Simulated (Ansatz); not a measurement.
Values for one crystal, relaxed and computed with PBE (plane waves, PAW; program Ansatz); other levels are named.

```yaml
volume_per_atom: 13.69 Å³
electronic_character: metallic (no gap)
Formation energy from the elements (no fitted shifts): -0.57 eV/atom
Gap with spin–orbit coupling: none (metallic)
Density of states at the Fermi level: 0.37 states/eV per atom (mean over ±0.08 eV)
```

### Question
Pick the material that matches.
(A) BaSi2, fluorite
(B) VN, rock salt
(C) Ta2SiN, P6_3/mmc (Si on 2d, Ta on 4f, N on 2a)
(D) TaGe, P6/mmm (Ta on 3f, Ge on 1a, Ge on 2d)

### Answer
C, Ta2SiN, P6_3/mmc (Si on 2d, Ta on 4f, N on 2a)

The start of the workflow was typed in or built on a structure type; neither database checked (COD, Materials Project) lists it. Its standing as an ambient phase is unchecked. Symmetry was held in the PBE relaxation; its stability against distortions is not shown here. The run is not spin-polarised. The references are the lowest solids computed at this level, not always the standard phases (solids in place of the gases). Scalar-relativistic: spin–orbit coupling is off unless named, which matters more the heavier the elements.

Potentials: the later of the program's two PAW sets.
